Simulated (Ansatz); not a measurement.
Relaxed-ion elastic tensor of MoS2 (fluorite, Fm-3m) in GPa (Voigt order), PBEsol (plane waves, PAW; program Ansatz); density 5.46 g/cm³, 16.23 Å³ per atom.

```
 199   130   130   0.0   0.0   0.0
 130   199   130   0.0   0.0   0.0
 130   130   199   0.0   0.0   0.0
 0.0   0.0   0.0  10.9   0.0   0.0
 0.0   0.0   0.0   0.0  10.9   0.0
 0.0   0.0   0.0   0.0   0.0  10.9
```

Q: Is the crystal mechanically stable?

A: Yes: the smallest eigenvalue of C is 10.9 GPa.

Q: Work out the Voigt, Reuss and Hill averages.

A: K_V = 153, K_R = 153, K_H = 153; G_V = 20.3, G_R = 15.0, G_H = 17.6 GPa.

Q: Give Young's modulus, Poisson's ratio, Pugh's ratio and the universal anisotropy index.

A: E = 9KG/(3K + G) = 50.9 GPa; ν = 0.44; K/G = 8.67 (ductile by the Pugh limit of 1.75); A_U = 5G_V/G_R + K_V/K_R − 6 = 1.75.

Q: Estimate the sound speeds and the Debye temperature.

A: v_l = √((K + 4G/3)/ρ) = 5680 m/s, v_t = √(G/ρ) = 1800 m/s, mean 2050 m/s; Θ = (h/k)(3n/4πV)^(1/3) v_m = 241 K.

Q: Give the Zener ratio and Young's modulus along [100], [110] and [111].

A: A = 2C44/(C11 − C12) = 0.32; 1/E = S11 − 2(S11 − S12 − S44/2)Γ with Γ = 0, 1/4, 1/3 gives 95.6, 38.4, 32.0 GPa.

Q: Solve the Christoffel equation for the three sound speeds along [100], [110], [111].

A: Eigenvalues of C_ijkl n_j n_l equal ρv². In km/s, slowest first: [100] 1.41, 1.41, 6.03; [110] 1.41, 2.51, 5.67; [111] 2.20, 2.20, 5.54.

A made-up cell: these elements were put on the sites of a structure type; neither database checked (COD, Materials Project) lists it. It is not the phase usual at ambient conditions (space group No. 160, 194). The PBEsol relaxation kept the symmetry of its start; whether a distortion lowers the energy is not shown. No spin polarisation was allowed. As this level gives no gap, shear constants depend on the k-mesh and smearing (Fermi–Dirac, 0.1 eV here). On the denser mesh and wider smearing of the elastic run this cell carries a stress of 0.3 GPa.

Potentials: the earlier of the program's two PAW sets. The files were generated under PBE; for other functionals the program regenerates the frozen cores, and for LDA and PBEsol the local potential too.
